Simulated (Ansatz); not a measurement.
Harmonic vibrational thermodynamics of P (simple cubic, Pm-3m) at fixed volume, plane-wave PAW r²SCAN (Ansatz code). The rows extrapolate the 0 K crystal and know nothing of melting or changes of phase.

```tsv
T (K)	F_vib (meV/atom)	S (J/K per mol of atoms)	C_V (J/K per mol of atoms)
50	44.5	…	…
100	…	…	10.3
200	33.4	14.9	19.5
300	13.4	23.4	22.3
400	-14.5	30.0	23.4
600	-87.4	39.7	24.2
800	…	…	24.5
1000	-280.0	52.2	24.7
```

### Question
What belongs in the gaps?

### Answer

- 800, F_vib (meV/atom): -177.3
- 800, S (J/K per mol of atoms): 46.7
- 50, S (J/K per mol of atoms): 0.5
- 50, C_V (J/K per mol of atoms): 1.8
- 100, S (J/K per mol of atoms): 4.3
- 100, F_vib (meV/atom): 43.5

This is a known high-pressure phase of the composition, computed here at zero pressure and temperature. The r²SCAN relaxation kept the symmetry of its start; phonons on a q-mesh show no instability.

Potentials: the later of the program's two PAW sets.
